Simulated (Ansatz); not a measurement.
## Cu: zone-centre modes

All numbers below come from DFT LDA, scalar-relativistic, plane waves, PAW (Ansatz 0.2.0). Settings: plane waves to 420 eV, k-mesh 18×18×14 (Γ-centred), Gaussian smearing 0.15 eV. No spin polarisation.

Reference structure (as given, not relaxed at this level):

```
Cu
1.0
     0.00000   -1.80750   -1.80750
     0.00000    1.80750   -1.80750
     3.61500    0.00000    0.00000
Cu
2
Direct
  0.50000 0.50000 0.50000
  0.00000 0.00000 0.00000
```

Harmonic modes by finite displacements of 0.02 Å, without the LO–TO term. The cell doubles the primitive one, so its zone centre also holds the primitive cell's point q = (0, 1/2, 1/2).

Q: At this geometry, is the structure stable against these modes?

A: Yes: no mode is imaginary beyond 10 cm⁻¹, and only the three translations lie near zero.

Q: List the wavenumbers in cm⁻¹.

A: 0, 0, 0, 158, 158, 219.

Cost: 1 run of about 1.1 core-minutes, on Intel Xeon Platinum 8259CL (Skylake/Cascade Lake) (shared hosts).